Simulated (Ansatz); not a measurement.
Input and command of a plane-wave DFT calculation in Ansatz:

```yaml
crystal:
  lattice:
    - [5.8027911561, 0.0, 0.0]
    - [-2.901395578, 5.025364554, 0.0]
    - [0.0, 0.0, 25.6413591388]
  atoms:
    - { symbol: Au, position: [0.3333333333, 0.1666666667, 0.311995942] }
    - { symbol: Au, position: [0.3333333333, 0.6666666667, 0.311995942] }
    - { symbol: Au, position: [0.8333333333, 0.1666666667, 0.311995942] }
    - { symbol: Au, position: [0.8333333333, 0.6666666667, 0.311995942] }
    - { symbol: Au, position: [0.6666666667, 0.3333333333, 0.4092592051] }
    - { symbol: Au, position: [0.6666666667, 0.8333333333, 0.4092592051] }
    - { symbol: Au, position: [0.1666666667, 0.3333333333, 0.4092592051] }
    - { symbol: Au, position: [0.1666666667, 0.8333333333, 0.4092592051] }
    - { symbol: Au, position: [0.0, 0.5, 0.5065207166] }
    - { symbol: Au, position: [0.0, 0.0, 0.5065207166] }
    - { symbol: Au, position: [0.5, 0.5, 0.5065207166] }
    - { symbol: Au, position: [0.5, 0.0, 0.5065207166] }
    - { symbol: Cl, position: [0.1666666667, 0.3333333333, 0.7117906467] }
    - { symbol: C, position: [0.3180913389, 0.2903192061, 0.6551750831] }
    - { symbol: Cl, position: [0.1666666667, 0.3333333333, 0.5985595195] }
    - { symbol: H, position: [0.5335498477, 0.4396790925, 0.6551750831] }
    - { symbol: H, position: [0.2915872217, 0.0872550158, 0.6551750831] }
basis:
  ecutwfc: 420
kpoints:
  mp_grid: { grid: [4, 4, 1] }
hamiltonian:
  xc: pbe
  dispersion: d3bj
scf:
  occupations: { method: gaussian, width: 0.1 }
output:
  forces: true
  eigenvalues: true
  write_density: true
  write_potential: true
  elf: true
  volumetric_format: npy
relax:
  adjacent_minimum: "off"
  f_tol: 0.04
  max_steps: 100
  constraints: [{ sites: [0, 1, 2, 3] }]
efield:
  axis: 3
  dipole_correction: true
  ramp_width: 0.04
```

```bash
ansatz run input.yaml --threads 4 --pin off --max-ram 10240MiB --backend cpu --events-out ev --progress --plain --runs-dir out
```

Processor: AMD EPYC 9R45 96-Core Processor (Zen 5), 4 threads, on a host shared with other jobs.

Question: How long does it run, and how much memory does it take?

Answer: About 6.6 min on 4 threads of AMD EPYC 9R45 96-Core Processor (Zen 5), with other jobs on the host, peak memory 2.8 GiB. It solves 149 bands at 10 k points (the mesh reduced by symmetry) with about 14593 plane waves, in 261 SCF iterations over 38 ionic steps.
